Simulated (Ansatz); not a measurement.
TiO2 (anatase) under strain

TiO2 in the anatase structure, relaxed with r2SCAN in Ansatz 0.2.0. It is tetragonal, I4_1/amd (No. 141); a = 3.778 Å, c = 9.583 Å in the conventional setting, 11.40 Å³ an atom. Ti has 6 O at 1.93–1.99 Å and 4 Ti at 3.05 Å; O has 3 Ti at 1.93–1.99 Å.

The axes x, y and z are those of this cell:
```yaml
crystal:
  lattice:
    - [-1.88890, 1.88890, 4.79172]
    - [1.88890, -1.88890, 4.79172]
    - [1.88890, 1.88890, -4.79172]
  atoms:
    - { symbol: Ti, position: [0.75000, 0.25000, 0.50000] }
    - { symbol: Ti, position: [0.00000, 0.00000, 0.00000] }
    - { symbol: O, position: [0.54271, 0.04271, 0.50000] }
    - { symbol: O, position: [0.79271, 0.79271, 0.00000] }
    - { symbol: O, position: [0.20729, 0.20729, 0.00000] }
    - { symbol: O, position: [0.95729, 0.45729, 0.50000] }
```

Unstrained: With PBE the valence top lies at Γ–X (0.88 of the way from Γ) and the conduction bottom at Γ, 2.146 eV higher; the smallest vertical gap, at Γ–M (0.60 of the way from Γ), is 2.472 eV. With r2SCAN the valence top lies at Γ–X (0.88 of the way from Γ) and the conduction bottom at Γ, 2.527 eV higher; the smallest vertical gap, at Γ–M (0.60 of the way from Γ), is 2.866 eV. With HSE06 the valence top lies at Γ–X (0.88 of the way from Γ) and the conduction bottom at Γ, 3.638 eV higher; the smallest vertical gap, at Γ–M (0.60 of the way from Γ), is 3.993 eV. Meshes: PBE 10×10×10, r2SCAN 10×10×10, HSE06 6×6×6. Strains are changes of length per length. After each strain the atoms were relaxed again with r2SCAN within the symmetry that the strain leaves, so tilts or polar shifts that break it weren't tested; points keep the names that they have in the unstrained zone. No spin polarisation and no zero-point or thermal motion.

Changes of the least gap in eV (an overlap counts as a negative gap):

| strain | volume change (%) | space group | PBE | r2SCAN | HSE06 | energy rise, r2SCAN (meV/atom) |
| --- | --- | --- | --- | --- | --- | --- |
| uniaxial -4.0 % along z | -4.0 | I4_1/amd | -0.124 | -0.121 | -0.122 | 12.3 |
| uniaxial -3.0 % along z | -3.0 | I4_1/amd | -0.090 | -0.088 | -0.088 | 6.9 |
| uniaxial -2.0 % along z | -2.0 | I4_1/amd | -0.058 | -0.056 | -0.056 | 3.0 |
| uniaxial -1.0 % along z | -1.0 | I4_1/amd | -0.027 | -0.026 | -0.026 | 0.8 |
| uniaxial +1.0 % along z | +1.0 | I4_1/amd | +0.027 | +0.026 | +0.026 | 0.7 |
| uniaxial +2.0 % along z | +2.0 | I4_1/amd | +0.050 | +0.048 | +0.047 | 2.9 |
| uniaxial +3.0 % along z | +3.0 | I4_1/amd | +0.071 | +0.068 | +0.066 | 6.5 |
| uniaxial +4.0 % along z | +4.0 | I4_1/amd | +0.089 | +0.086 | +0.082 | 11.6 |

Uniaxial -4.0 % along z, other directions held. HSE06: the gap goes from 3.638 to 3.516 eV (-0.122 eV); the edges go from Γ–X (0.88) → Γ to Γ–X (0.91) → Γ. Stress change with r2SCAN, compression positive: xx +6.43, yy +6.43, zz +8.71 GPa.

Uniaxial -3.0 % along z, other directions held. HSE06: the gap goes from 3.638 to 3.550 eV (-0.088 eV); the edges go from Γ–X (0.88) → Γ to Γ–X (0.90) → Γ. Stress change with r2SCAN, compression positive: xx +4.77, yy +4.77, zz +6.46 GPa.

Uniaxial -2.0 % along z, other directions held. HSE06: the gap goes from 3.638 to 3.582 eV (-0.056 eV); the edges go from Γ–X (0.88) → Γ to Γ–X (0.89) → Γ. Stress change with r2SCAN, compression positive: xx +3.14, yy +3.14, zz +4.29 GPa.

Uniaxial -1.0 % along z, other directions held. HSE06: the gap goes from 3.638 to 3.612 eV (-0.026 eV). Stress change with r2SCAN, compression positive: xx +1.55, yy +1.55, zz +2.16 GPa.

Uniaxial +1.0 % along z, other directions held. HSE06: the gap goes from 3.638 to 3.664 eV (+0.026 eV); the edges go from Γ–X (0.88) → Γ to Γ–X (0.86) → Γ. Stress change with r2SCAN, compression positive: xx -1.51, yy -1.51, zz -2.03 GPa.

Uniaxial +2.0 % along z, other directions held. HSE06: the gap goes from 3.638 to 3.685 eV (+0.047 eV); the edges go from Γ–X (0.88) → Γ to Γ–X (0.85) → Γ. Stress change with r2SCAN, compression positive: xx -2.97, yy -2.97, zz -4.08 GPa.

Uniaxial +3.0 % along z, other directions held. HSE06: the gap goes from 3.638 to 3.704 eV (+0.066 eV); the edges go from Γ–X (0.88) → Γ to Γ–X (0.84) → Γ. Stress change with r2SCAN, compression positive: xx -4.39, yy -4.39, zz -6.07 GPa.

Uniaxial +4.0 % along z, other directions held. HSE06: the gap goes from 3.638 to 3.720 eV (+0.082 eV); the edges go from Γ–X (0.88) → Γ to Γ–X (0.83) → Γ. Stress change with r2SCAN, compression positive: xx -5.76, yy -5.76, zz -8.02 GPa.

Where an edge lies off the special points, it is a point of the mesh or the k point where a search put PBE's edge or least direct gap, reused for the other functionals, whose own edges may lie a little apart.
